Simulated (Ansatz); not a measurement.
The start is a relaxed ZnO cell, doubled along one cell vector, shaken by Gaussian noise of σ = 0.08 Å a coordinate. The structure is fully relaxed (lattice and positions, P = 0) with PBE (plane waves to 420 eV, PAW, scalar-relativistic; Ansatz, a program for electronic structure). The first steps use a coarse 4×8×5 k-mesh.

Initial structure:
```yaml
crystal:
  lattice:
    - [6.55983, 0.00000, 0.00000]
    - [-1.63996, 2.84049, 0.00000]
    - [0.00000, 0.00000, 5.29408]
  atoms:
    - { symbol: Zn, position: [0.32643, 0.31455, 0.99142] }
    - { symbol: Zn, position: [0.85133, 0.35415, 0.02238] }
    - { symbol: Zn, position: [0.18181, 0.70622, 0.53221] }
    - { symbol: Zn, position: [0.65385, 0.69351, 0.52670] }
    - { symbol: O, position: [0.33027, 0.29095, 0.62460] }
    - { symbol: O, position: [0.83502, 0.37081, 0.61933] }
    - { symbol: O, position: [0.20362, 0.70193, 0.12286] }
    - { symbol: O, position: [0.69872, 0.69499, 0.11307] }
```

```yaml
initial_pressure: "+3.7 GPa (positive: the cell is compressed)"
energy_released: 0.12 eV/atom
Shortest distances (start → end): "The closest pairs of elements (up to four, under 3.6 Å), start → end: O–Zn 1.73 → 2.00 Å; Zn–Zn 2.98 → 3.25 Å; O–O 3.12 → 3.25 Å"
band_gap_at_the_end: 0.74 eV, direct at Γ (no spin-orbit coupling)
optimiser_moves: 5
```

The end point of the relaxation:

```cif
data_O2Zn2
_chemical_formula_sum 'Zn2 O2'
_space_group_name_H-M_alt 'P63mc'
_space_group_IT_number 186
_space_group_name_Hall 'P 6c -2c'
_cell_length_a 3.28001
_cell_length_b 3.28001
_cell_length_c 5.29397
_cell_angle_alpha 90.000
_cell_angle_beta 90.000
_cell_angle_gamma 120.000
loop_
_atom_site_label
_atom_site_type_symbol
_atom_site_symmetry_multiplicity
_atom_site_Wyckoff_symbol
_atom_site_fract_x
_atom_site_fract_y
_atom_site_fract_z
_atom_site_occupancy
Zn1 Zn 2 b 0.33333 0.66667 0.49138 1
O1 O 2 b 0.66667 0.33333 0.37048 1
```

Final values are on a 12×12×6 k-mesh of the relaxed cell. No spin polarisation in the result.
